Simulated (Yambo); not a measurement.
Cs2Pt (space group P6_3/mmc, No. 194), G0W0@PBEsol in Yambo with this input:

```
rim_cut
gw0
dyson
el_el_corr
HF_and_locXC
ppa
em1d
RandQpts= 1000000
RandGvec= 1 Ry
EXXRLvcs= 84 Ry
VXCRLvcs= 336 Ry
Chimod= "HARTREE"
% BndsRnXp
 9 | 245 |
%
NGsBlkXp= 6 Ry
% LongDrXp
 1.0 | 1.0 | 1.0 |
%
PPAPntXp= 27.2114 eV
% GbndRnge
 1 | 245 |
%
GTermKind= "BG"
DysSolver= "n"
ExtendOut
```

On a 3×3×1 mesh, with wavefunctions cut at 84 Ry, the gap (Γ → Γ) is 2.535 eV and the valence edge shifts by -0.222 eV.

### Question
What happens with this change: no terminator?

### Answer
The gap falls by 0.131 eV, to 2.404 eV; the shift of the valence edge becomes 0.026 eV. Neither run is shown to be the converged limit. The mesh misses a band edge: along a dense path the PBEsol gap is 1.71 eV against 1.86 eV on the mesh.

Spin-orbit coupling is not included.

Geometry of the Materials Project entry, not relaxed at this level; primitive cell a = b = 5.8071 Å, c = 7.8973 Å, α = β = 90.00°, γ = 120.00°.

The structure is a Materials Project entry; no match was found in the copy of COD used, and its stability was not checked.

A shift is the quasiparticle energy of the state minus its PBEsol energy.
